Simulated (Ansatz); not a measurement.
Given:

As:
```yaml
crystal:
  lattice:
    - [0.00000, 3.02725, 3.02725]
    - [3.02725, 0.00000, 3.02725]
    - [3.02725, 3.02725, 0.00000]
  atoms:
    - { symbol: As, position: [0.00000, 0.00000, 0.00000] }
    - { symbol: As, position: [0.25000, 0.25000, 0.25000] }
```

This is the r²SCAN-relaxed structure.

Problem. All from plane-wave PAW r²SCAN (Ansatz code), unless another level is named. Predict the electronic character.

Solution. metallic (no gap).

Problem. What about the density of states at the Fermi level?

Solution. 0.49 states/eV per atom (mean over ±0.08 eV).

Problem. And the gap with spin–orbit coupling?

Solution. none (metallic).

Space group Fd-3m (diamond). The start of the workflow was typed in or built on a structure type; neither database checked (COD, Materials Project) lists it. It is not the phase usual at ambient conditions (space group No. 166). The cell was relaxed with r²SCAN under the symmetry of its start. At this level the phase is mechanically unstable. Scalar-relativistic: spin–orbit coupling is off unless named, which matters more the heavier the elements.

Potentials: the earlier of the program's two PAW sets.
